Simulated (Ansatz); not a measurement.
## Ba: energy along a strain

Ba, Im-3m, a = 5.000 Å (as given, not relaxed at this level: 0.1 GPa). Ansatz: PBE, PAW, 420 eV, Γ-centred 14×14×14 mesh on 1 atom, Gaussian smearing 0.15 eV; no spin polarisation. Cell vectors (Å): -2.500 2.500 2.500; 2.500 -2.500 2.500; 2.500 2.500 -2.500. The cell is strained by x per cent times the pattern (0 0 0 0 0 1) in the order xx yy zz yz xz xy (engineering shears), with fractional coordinates held. y is the free energy over the start, V0 = 62.500 Å³/atom. Symmetry makes y even in x.

| x (%) | y (meV/atom) |
| --- | --- |
| -2.00 | ? |
| -1.00 | 0.21 |
| 0.00 | 0.00 |
| 0.25 | 0.01 |
| 0.50 | 0.05 |
| 0.75 | 0.12 |
| 1.25 | 0.32 |
| 1.50 | 0.46 |
| 1.75 | 0.63 |

Question: Fit y = c2 x² + c4 x⁴ to the other rows, get the stiffness along the pattern, and predict the missing energy.

Answer: Least squares on the rows shown. y = 0.2073 x² − 0.0006784 x⁴. The clamped-ion stiffness p·C·p = 2 × 2.073 eV × 160.2 / 62.500 Å³ = 10.6 GPa, which is C66 in these axes (C44 of the cubic crystal). With a term in x⁶ added, the coefficient of x² becomes 0.2159, 4 % more, which shows how far this figure hangs on the form. At x = -2.00 the fit asked for gives 0.82 meV/atom. The run gave 0.82 meV/atom, the same to the digits shown.